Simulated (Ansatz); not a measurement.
Sr2C (antifluorite), relaxed with r2SCAN. The symmetry is Fm-3m (No. 225, cubic); a = 6.720 Å in the conventional setting, 25.29 Å³ an atom. C is surrounded by 8 Sr at 2.91 Å; Sr is surrounded by 4 C at 2.91 Å.

```
C Sr
1.0
     0.00000    3.36014    3.36014
     3.36014    0.00000    3.36014
     3.36014    3.36014    0.00000
C Sr
1 2
Direct
  0.00000 0.00000 0.00000
  0.25000 0.25000 0.25000
  0.75000 0.75000 0.75000
```

3 runs of Ansatz 0.2.0 on this cell differ in the functional (and in the settings that go with it). Levels are in eV from each run's valence top; v1 is the last filled band, c1 the first empty one.

Run A, mean stress +0.2 GPa (compression positive):
```tsv
point	v4	v3	v2	v1	c1	c2
Γ	-9.34	-1.49	-1.49	-1.49	0.35	2.13
X	-8.66	-2.17	0.00	0.00	0.40	2.89
U	-8.66	-1.62	-0.64	-0.18	0.64	3.36
```

Run B, mean stress 0.0 GPa (compression positive):
```tsv
point	v4	v3	v2	v1	c1	c2
Γ	-8.80	-1.45	-1.45	-1.45	0.16	1.56
X	-8.23	-1.98	0.00	0.00	0.07	2.48
U	-8.22	-1.48	-0.56	-0.19	0.27	2.89
```

Run C, mean stress -3.5 GPa (compression positive):
```tsv
point	v4	v3	v2	v1	c1	c2
Γ	-8.12	-1.42	-1.42	-1.42	-0.12	1.18
X	-7.50	-2.09	-0.06	0.00	0.00	1.91
U	-7.48	-1.57	-0.62	-0.18	0.11	2.39
```

Problem. Match the runs to LDA, r2SCAN, HSE06.

Solution. A is HSE06, B is r2SCAN, C is LDA. In order of the gap: LDA none (overlap 0.12), r2SCAN 0.07, HSE06 0.35 eV.

Values at 0 K without nuclear motion; spin polarisation is off, and the phase may be a hypothetical one.

The stress of a hybrid is loosely converged in these runs.

Where bands overlap, v1 and c1 are numbered by the electron count and aren't everywhere filled or empty.

Overlapping bands make a metal at that level, for which these meshes are coarse; small forces, stresses and energy differences are uncertain. A small overlap in a semilocal functional can be an artefact that a hybrid or GW lifts.

The meshes of the hybrids are coarse, so their gaps aren't converged to the digits shown.
